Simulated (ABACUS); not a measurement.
A self-consistent single point of Ge (P3m1, 4 atoms in the cell; from Materials Project mp-1007760, changed as shown).

```yaml
crystal:
  lattice:
    - [3.97321, 0.00000, 0.00000]
    - [-1.98660, 3.44090, 0.00000]
    - [0.00000, 0.00000, 6.55912]
  atoms:
    - { symbol: Ge, position: [0.66667, 0.33333, 0.06290] }
    - { symbol: Ge, position: [0.33333, 0.66667, 0.93710] }
    - { symbol: Ge, position: [0.33333, 0.66667, 0.54003] }
    - { symbol: Ge, position: [0.66667, 0.33333, 0.43710] }
```

Method: ABACUS with PBEsol, numerical atomic orbitals TZP (confined pseudo-atomic orbitals with Gaussian additions; energy shift 0.01 Ry), PseudoDojo 0.4 standard norm-conserving PBEsol (tails mended) pseudopotentials.

ABACUS settings:

* **basis**: TZP numerical atomic orbitals, energy shift 0.01 Ry
* **KPT**: Gamma 8 8 4 0 0 0
* **basis_type**: lcao
* **ecutwfc**: 100 Ry
* **smearing_method**: fd
* **smearing_sigma**: 0.00367493 Ry
* **potentials**: PseudoDojo 0.4 standard norm-conserving PBEsol (tails mended)
* **symmetry**: 1
* **symmetry_prec**: 1e-05
* **ks_solver**: genelpa
* **scf_nmax**: 100
* **scf_thr**: 1.0e-07
* **mixing_type**: broyden
* **mixing_beta**: 0.7

Results:

- Number of valence electrons = 56
- Number of bands = 38
- Number of k-points after the program's reduction = 35
- Size of the basis = 136
- Number of SCF iterations = 10
- Free energy E − TS = -9708.5531 eV
- Fermi level (on the code's own zero) = 9.62 eV
- Pressure = 2.15 GPa
- Largest force (vector length) = 1.543 eV/Å

Forces (eV/Å):
```tsv
atom	Fx	Fy	Fz
Ge1	0.000	0.000	-0.192
Ge2	0.000	0.000	-0.753
Ge3	0.000	0.000	1.543
Ge4	0.000	0.000	-0.597
```

Stress (GPa, positive for compression):
```
 3.59   0.00   0.00
 0.00   3.59   0.00
 0.00   0.00  -0.73
```

For comparison: a first run was changed to give this one (atom 3 moved by -0.15 angstrom along z), and from it to this one the free energy rises by 31.4 meV/atom, the pressure goes from 1.68 to 2.15 GPa and the largest force goes from under 0.1 to 1.54 eV/Å.

The atom-centred basis is finite, which shifts total energies, pressures and forces against plane waves. Forces above 1 eV/Å remain at this geometry, of which the finite basis can carry a part. The structure comes from a collection of computed structures, made at another level of theory; the collection holds predicted forms beside known ones. Its lattice was then scaled. No clean gap shows at this smearing width and mesh (spacing up to 0.24 Å⁻¹); the mesh is coarse for partly filled bands, so the values carry mesh errors. Semi-local functionals can close small gaps.

Cost on one core: around 30 core-seconds (rough).

The atomic orbitals were generated for these runs; they are not ABACUS's published sets and were checked against plane waves on a few crystals only.

“Tails mended”: in these copies of the files the far tail of each local potential was reset to the Coulomb form.
